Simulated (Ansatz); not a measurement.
**Structures of Pt2Se: which is lowest?**

Plane-wave DFT in Ansatz with scalar-relativistic PAW potentials, cutoff 420 eV, Γ-centred meshes chosen by cell and gap, Gaussian smearing with energies taken to zero width. Every cell was relaxed (cell and atoms) in a run of its own, within the symmetry of its start. Functional: PBE.

Relaxed structures (starts from databases or built by putting these elements on another compound's sites):
A. P4/nmm, 6 atoms in the computed cell, a = 3.811 Å, c = 7.257 Å; sites (symmetry × multiplicity) Pt -4m2 × 2 + 4mm × 2, Se 4mm × 2; start: built
B. I4/mmm, 3 atoms in the computed cell, a = 3.136 Å, c = 10.081 Å; sites (symmetry × multiplicity) Pt 4mm × 4, Se 4/mmm × 2; start: built
C. Pnnm, 6 atoms in the computed cell, a = 3.880 Å, b = 7.574 Å, c = 3.539 Å; sites (symmetry × multiplicity) Pt ..m × 4, Se ..2/m × 2; start: built

Task: Rank them by energy. Could pressure change the order?

Result:
| structure | group | E − E(lowest) (meV/atom) | V (Å³/atom) | gap on mesh (eV) |
| --- | --- | --- | --- | --- |
| C | Pnnm | 0.0 | 17.34 | 0.00 |
| A | P4/nmm | 60 | 17.57 | 0.00 |
| B | I4/mmm | 104 | 16.52 | 0.00 |

C is lowest, 60 meV/atom under A. B is denser by 0.81 Å³/atom, so pressure favours it: ΔE/ΔV, with ΔE in eV and 1 eV/Å³ = 160.2 GPa, gives about 21 GPa for equal enthalpy if both cells were rigid; at such pressures compression changes ΔV much, so this is a scale only. Other structures may lie lower than all of these, and vibrations aren't counted.

Spin-orbit coupling is left out, which matters for the bands of heavy elements.